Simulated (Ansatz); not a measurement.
Relaxed La2O3 (A-La2O3 type, space group P-3m1):

```
CELL_PARAMETERS angstrom
      3.94027     0.00000     0.00000
     -1.97014     3.41238     0.00000
      0.00000     0.00000     6.18799
ATOMIC_POSITIONS crystal
  La 0.33333 0.66667 0.24739
  La 0.66667 0.33333 0.75261
  O  0.00000 0.00000 0.00000
  O  0.33333 0.66667 0.64528
  O  0.66667 0.33333 0.35472
```

Scan: atom 1 (La, nearest neighbour O at 2.370 Å; its periodic images, 3.9 Å or more away, move with it) is displaced along Cartesian z, direction (0.000, 0.000, 1.000) in Cartesian axes, by s. The other atoms stay.

Method: PBE (plane waves to 420 eV, PAW, scalar-relativistic; Ansatz, an electronic-structure program). k mesh 8×8×5 (Γ-centred), Fermi-Dirac smearing 0.05 eV. Energies are smeared free energies. Left out: 1 of 11 points, with atoms too close for the PAW data. La2O3 is run without spin polarisation. La2O3 was relaxed with its symmetry unable to fall. ΔE is measured from the undisplaced structure.

| s (Å) | ΔE (meV/cell) |
|---|---|
| -0.470 | 1049 |
| -0.376 | 696 |
| -0.282 | 407 |
| -0.188 | 189 |
| -0.094 | 49 |
| 0.000 | 0 |
| 0.094 | 54 |
| 0.188 | 230 |
| 0.282 | 552 |
| 0.376 | withheld |

Task: Fit a polynomial form (powers 2, 3, 4) to the given rows and predict ΔE at s = 0.376.

Result: Least squares on the 9 given rows: ΔE = (5892)·s² + (3219)·s³ + (1679)·s⁴, in meV/cell with s in Å; root-mean-square residual 0.7 meV/cell. At 0.376 the fit gives 1038 meV/cell; the calculation gives 1051 meV/cell, so the extrapolation is off by -13 (-1.2 %). The quadratic term alone would give 833 meV/cell.

(A displaced cell: forces are minus the slopes of the energy, force constants its curvatures, and phonons follow from these.)
